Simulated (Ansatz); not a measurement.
Ta2O5:
Space group Pmmm (No. 47); a = 3.6700 Å, b = 3.8590 Å, c = 6.4334 Å, α = 90.00°, β = 90.00°, γ = 90.00°

| atom | site | symmetry | x | y | z |
|---|---|---|---|---|---|
| Ta | 1d | mmm | 0.5000 | 0.0000 | 0.5000 |
| Ta | 1a | mmm | 0.0000 | 0.0000 | 0.0000 |
| O | 1h | mmm | 0.5000 | 0.5000 | 0.5000 |
| O | 2q | mm2 | 0.0000 | 0.0000 | 0.3208 |
| O | 1e | mmm | 0.0000 | 0.5000 | 0.0000 |
| O | 1b | mmm | 0.5000 | 0.0000 | 0.0000 |

Relaxed at zero pressure with PBEsol (plane waves, PAW; program Ansatz).

The volume is lowered by 9 % and shape and atoms relax at that volume. What pressure results, and how do the axes share the change?

24.3 GPa; a -1.7 %, b -2.2 %, c -5.3 %; the energy rises by 81 meV/atom.

Give the new structure.


Space group Pmmm (No. 47); a = 3.6063 Å, b = 3.7727 Å, c = 6.0941 Å, α = β = γ = 90.00°

```tsv
atom	site	symmetry	x	y	z
Ta	1d	mmm	0.5000	0.0000	0.5000
Ta	1a	mmm	0.0000	0.0000	0.0000
O	1h	mmm	0.5000	0.5000	0.5000
O	2q	mm2	0.0000	0.0000	0.3227
O	1e	mmm	0.0000	0.5000	0.0000
O	1b	mmm	0.5000	0.0000	0.0000
```

The phase is kept; no other phase was compared at this pressure.

The workflow started from a Materials Project entry (that database holds measured and hypothetical structures alike); the Crystallography Open Database copy checked does not list it. COD files the formula under space group No. 49, so this cell is another polymorph or a model. Its standing as an ambient phase is unchecked. Symmetry was held in the PBEsol relaxation. At this level the phase is dynamically unstable (imaginary phonons). No spin polarisation was allowed. Scalar-relativistic: spin–orbit coupling is off unless named, which matters more the heavier the elements.

Potentials: the later of the program's two PAW sets.
